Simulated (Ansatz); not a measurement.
## MgVCrP2H2O10: do the settings matter for the field gradients?

This input was run with Ansatz:

```yaml
crystal:
  lattice:
    - [5.1877357201, 0.0, 0.0]
    - [-0.3001071486, 5.4218489229, 0.0]
    - [-2.2196467012, -2.7256345935, 6.4733391823]
  atoms:
    - { symbol: Mg, position: [0.01961135, 0.4971527, 0.00744478] }
    - { symbol: V, position: [0.51961975, 0.49779804, 0.50793137], spin: 2.0 }
    - { symbol: Cr, position: [0.01980373, 0.99737438, 0.00797672], spin: 3.0 }
    - { symbol: H, position: [0.99878537, 0.35157295, 0.3151903] }
    - { symbol: H, position: [0.04035866, 0.64319426, 0.70014073] }
    - { symbol: P, position: [0.63051795, 0.8967599, 0.25954011] }
    - { symbol: P, position: [0.40886561, 0.09859326, 0.75635188] }
    - { symbol: O, position: [0.89825959, 0.6394321, 0.76458322] }
    - { symbol: O, position: [0.70576755, 0.20472768, 0.37000999] }
    - { symbol: O, position: [0.3651456, 0.25099866, 0.6138687] }
    - { symbol: O, position: [0.8147004, 0.80520628, 0.12356575] }
    - { symbol: O, position: [0.32330507, 0.81652683, 0.11357566] }
    - { symbol: O, position: [0.71597989, 0.17767718, 0.90242334] }
    - { symbol: O, position: [0.2247351, 0.19019711, 0.89237934] }
    - { symbol: O, position: [0.67475812, 0.74556636, 0.40283988] }
    - { symbol: O, position: [0.3330224, 0.79075161, 0.64537522] }
    - { symbol: O, position: [0.14069285, 0.3553997, 0.25073201] }
magnetization:
  spin_polarized: true
kpoints:
  mp_grid: { grid: [4, 4, 3] }
scf:
  occupations: { method: fermi_dirac, width: 0.02 }
hamiltonian:
  xc: pbe
  pseudopotentials: { kind: paw }
  hubbard: { sites: [{ species: Cr, l: d, u_eff: 1.0 }], double_counting: amf }
output:
  forces: true
  stress: true
  populations: true
  efg:
    quadrupole_moments_barn: { Mg: 0.1994, V: -0.052, Cr: -0.15, H: 0.00285783, O: -0.02558 }
    contact_densities: true
  write_density: true
  write_potential: true
  elf: true
  volumetric_format: npy
total_charge: 1
```

It converged. Of its output the block on the nuclei alone is shown, without the SCF iterations, energies, forces and stress (one atom of each set, the first 14 sets):

```
--- PAW observables at the nuclei: V_zz in 10²¹ V/m², potentials from the cell's mean, atoms counted from 1 ---
  atom   1  Mg V_zz =    -1.156418   η = 0.3758   by run symmetry: allowed   C_q = -5.5756 MHz
            electrostatic potential = -1101.757239 V   contact ρ = 7795.576096 e/Å³   contact ρ_s (e/Å³): all electrons +0.022284, valence +0.022713
  atom   2  V  V_zz =    +6.578438   η = 0.7295   by run symmetry: allowed   C_q = -8.2714 MHz
            electrostatic potential = -2684.578408 V   contact ρ = 66004.043908 e/Å³   contact ρ_s (e/Å³): all electrons -1.033910, valence +1.032822
  atom   3  Cr V_zz =    -0.877855   η = 0.7354   by run symmetry: allowed   C_q = +3.1840 MHz
            electrostatic potential = -2853.600096 V   contact ρ = 76321.223960 e/Å³   contact ρ_s (e/Å³): all electrons -2.493523, valence +2.705837
  atom   4  H  V_zz =    +3.329785   η = 0.0695   by run symmetry: allowed   C_q = +0.2301 MHz
            electrostatic potential = -38.493455 V   contact ρ = 2.829820 e/Å³   contact ρ_s (e/Å³): all electrons +0.028514, valence +0.028338
  atom   5  H  V_zz =    +3.310691   η = 0.0700   by run symmetry: allowed   C_q = +0.2288 MHz
            electrostatic potential = -38.484077 V   contact ρ = 2.825301 e/Å³   contact ρ_s (e/Å³): all electrons +0.028556, valence +0.028380
  atom   6  P  V_zz =    -1.171715   η = 0.6047   by run symmetry: allowed
            electrostatic potential = -1488.986530 V   contact ρ = 16006.994963 e/Å³   contact ρ_s (e/Å³): all electrons +0.244368, valence +0.236888
  atom   8  O  V_zz =    -7.369268   η = 0.9347   by run symmetry: allowed   C_q = +4.5581 MHz
            electrostatic potential = -619.964290 V   contact ρ = 2155.619069 e/Å³   contact ρ_s (e/Å³): all electrons -0.032878, valence -0.057662
  atom   9  O  V_zz =    +9.268383   η = 0.3705   by run symmetry: allowed   C_q = -5.7327 MHz
            electrostatic potential = -620.429018 V   contact ρ = 2156.508759 e/Å³   contact ρ_s (e/Å³): all electrons -0.009283, valence -0.023453
  atom  10  O  V_zz =    +9.637947   η = 0.0819   by run symmetry: allowed   C_q = -5.9613 MHz
            electrostatic potential = -620.387317 V   contact ρ = 2156.266063 e/Å³   contact ρ_s (e/Å³): all electrons -0.049211, valence -0.090771
  atom  11  O  V_zz =   +10.177675   η = 0.5336   by run symmetry: allowed   C_q = -6.2951 MHz
            electrostatic potential = -620.522759 V   contact ρ = 2155.343158 e/Å³   contact ρ_s (e/Å³): all electrons +0.019344, valence +0.021987
  atom  12  O  V_zz =   +10.280073   η = 0.4336   by run symmetry: allowed   C_q = -6.3584 MHz
            electrostatic potential = -620.550985 V   contact ρ = 2155.154500 e/Å³   contact ρ_s (e/Å³): all electrons +0.009891, valence +0.016623
  atom  13  O  V_zz =   +10.295065   η = 0.4286   by run symmetry: allowed   C_q = -6.3677 MHz
            electrostatic potential = -620.550951 V   contact ρ = 2155.154101 e/Å³   contact ρ_s (e/Å³): all electrons +0.008034, valence +0.014840
  atom  14  O  V_zz =   +10.163180   η = 0.5349   by run symmetry: allowed   C_q = -6.2861 MHz
            electrostatic potential = -620.523549 V   contact ρ = 2155.340457 e/Å³   contact ρ_s (e/Å³): all electrons +0.019315, valence +0.021640
  atom  15  O  V_zz =    +9.630537   η = 0.0837   by run symmetry: allowed   C_q = -5.9567 MHz
            electrostatic potential = -620.395143 V   contact ρ = 2156.272388 e/Å³   contact ρ_s (e/Å³): all electrons -0.048293, valence -0.090094
```

(1) Can these gradients be trusted, and how do they compare with a run on standard settings?

Answers

(1) Only as results of these settings. Against the standard input the change is `total_charge`: not typed → 1; `hamiltonian.hubbard`: not typed → {sites: [{species: Cr, l: d, u_eff: 1.0}], double_counting: amf}. A site carries the number of its first atom; V_zz in 10²¹ V/m².

```
site  atom  V_zz standard  η standard  V_zz here  η here
   V     2          -7.24        0.08       6.58    0.73
  Cr     3          -1.36        0.80      -0.88    0.74
  H4     4           3.32        0.06       3.33    0.07
  H5     5           3.30        0.06       3.31    0.07
  P6     6          -1.94        0.40      -1.17    0.60
  P7     7          -1.94        0.39      -1.17    0.60
  O8     8           8.32        0.83      -7.37    0.93
  O9     9           9.62        0.30       9.27    0.37
 O10    10          10.09        0.08       9.64    0.08
 O13    13          10.27        0.47      10.30    0.43
 O15    15          10.08        0.07       9.63    0.08
 O17    17           8.31        0.83      -7.35    0.94
```

The largest change of V_zz along a kept axis is on P6, from -1.94 to -1.17. The whole tensor moves most on V, by 8.81 along its most changed direction. In per cent, |V_zz| changes by 0 on H, -4 to 0 on O (all sites that start above 2, bar those whose gradient vanishes or changes sign or whose main axis turns by over 40°). Where |V_zz| stays above 0.1 and the axes keep their order, η moves most on P7, from 0.39 to 0.60. On O8, O17, V the largest principal value lies along another axis in the second run, so the two V_zz can't be compared directly. The table leaves out 4 of the 16 sites, with |V_zz| up to 10.29; their tensors move by 0.49 at most along any direction. The statements above cover all sites. The changed cell holds a charge of +1 on a uniform background, so it isn't the neutral crystal. At these positions the changed run has forces up to 2.2 eV/Å, so its atoms aren't at their own equilibrium. The gap no longer holds the Fermi energy in the changed run, so its gradients also hang on the k-mesh and the smearing. The absolute magnetisation of the cell goes from 5.4 to 4.4 μB. SCF iterations: 24 and 26. New warnings: filled band counts differ across k points.

On the reference run: The largest force is 0.5 eV/Å, so the atoms aren't at the calculated equilibrium and relaxing them would move these values. With a gap of 0.16 eV under a smearing of 0.02 eV the band edges are partly filled, so small gradients can hang on the smearing and the k-mesh. All moments are parallel here, as the start or the cell imposes; many such compounds order antiparallel, where fields and spin densities carried over to other atoms largely cancel. The magnetic order is the one that the run reached from its start moments, not necessarily the measured one.
